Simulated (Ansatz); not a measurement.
La2O3:
Space group P-3m1 (No. 164); a = b = 3.8831 Å, c = 5.9510 Å, α = β = 90.00°, γ = 120.00°

```csv
atom,site,symmetry,x,y,z
La,2d,3m.,0.3333,0.6667,0.2440
O,2d,3m.,0.6667,0.3333,0.3534
O,1a,-3m.,0.0000,0.0000,0.0000
```

Relaxed with LDA.

Decompose the optical modes at the zone centre into irreducible representations, and say which are infrared and Raman allowed.

Point group -3m: Γ_opt = 2A1g + 2A2u + 2Eg + 2Eu. Infrared: A2u, Eu. Raman: A1g, Eg.

Assign frequencies (DFPT, LDA (plane waves, PAW; program Ansatz); without the LO–TO term).

Eg 108, A1g 200, Eu 204, A2u 207, Eu 375, A1g 397, Eg 408, A2u 447 cm⁻¹.

The LDA relaxation kept the symmetry of its start; phonons on a q-mesh show no instability. Spin–orbit coupling is left out wherever it is not named.

Potentials: the earlier of the program's two PAW sets.
